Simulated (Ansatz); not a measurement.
The guess for Gd₂O was proposed by analogy with related compounds (I4_1/amd, No. 141). Its size is a guess.

Space group I4_1/amd:1 (No. 141). a = 4.970 Å, b = 4.970 Å, c = 9.930 Å, α = 90.00°, β = 90.00°, γ = 90.00°
```csv
atom,site,symmetry,x,y,z
Gd,8e,2mm.,0.0000,0.5000,0.0050
O,4a,-4m2,0.0000,0.5000,0.2500
```

Theory: DFT PBE, scalar-relativistic, plane waves, PAW (Ansatz 0.2.0). Cutoff 420 eV, Gaussian smearing, Γ-centred meshes. Cell and atoms relax first on a coarse mesh, the cell is then made exact in the group found at 0.06 to 0.08 Å, and last on a converged mesh; the steps can't lower the symmetry of their start. Collinear spin, starting moments Gd 7.0 (×4) μB.

A guess keeps its type if space group and coordination stay and the shape of the cell changes little (axis ratios within about 15 %, angles within 6°); the volume may change.

Q: Will the relaxed cell still be of the starting type?

A: It keeps its type. The symmetry stays I4_1/amd (No. 141). The end has the anti-anatase type. The volume per atom grows by 3.3 %, from 20.4 to 21.1 Å³. The shortest distance stays 2.43 Å (Gd–O). The ratio c/a of the conventional cell changes by a factor of 1.11. Counting neighbours within 15 % of an atom's shortest distance, the start has Gd 3, O 6 and the end Gd 3, O 6.

The last run used collinear spin, a 10×10×10 mesh for its 6-atom cell and Gaussian smearing of 0.10 eV. The 4f shell of Gd is treated without a Hubbard U, which places its levels poorly. Another magnetic order may lie lower. Symmetry constrained the relaxation, so the result can be a saddle point.
